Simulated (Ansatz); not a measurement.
# Compressing KMgF$_{3}$: a fit and a missing row

KMgF$_{3}$, Pm-3m, a = 3.991 Å. The structure is a COD entry; whether it is the stable form wasn't checked. Ansatz: PBEsol, PAW, 420 eV, Γ-centred 6×6×6 mesh on 5 atoms, Gaussian smearing 0.02 eV; no spin polarisation. Symmetry fixes shape and atoms, so the cell is only scaled; pressure is positive in compression.

```tsv
V (Å³/atom)	P (GPa)
11.187	?
11.569	8.48
11.950	5.18
12.331	2.39
12.713	0.03
13.094	-1.98
13.475	-3.68
13.984	-5.55
```

Q: Take V0 = 12.713 Å³/atom, count pressures from its P0 = 0.03 GPa, fit the third-order Birch–Murnaghan form to the other rows, and predict the missing pressure.

A: With the Eulerian strain f = ½[(V0/V)^(2/3) − 1] and y = (P − P0)/[3f(1 + 2f)^(5/2)], the form is the line y = B0 + 1.5 B0 (B0′ − 4) f. Rows (f, y): 0.03244, 74.2; 0.02106, 73.5; 0.01027, 72.8; -0.00975, 72.2; -0.01903, 71.6; -0.03078, 70.8. Means f = 0.0007017, y = 72.517; Σ(Δf)² = 0.003003, ΣΔfΔy = 0.1516; the slope is their ratio. y = 72.48 + 50.48 f GPa, so B0 = 72.5 GPa and B0′ = 4 + 2 × (50.48)/(3 × 72.48) = 4.46. At V = 11.187, f = 0.04449, y = 74.73 and P = 12.37 GPa. The run gave 12.39 GPa, so the fit is 0.02 GPa too low, a small miss on the scale of the series.

Symmetry holds off the tilts and polar distortions that many cubic perovskites undergo.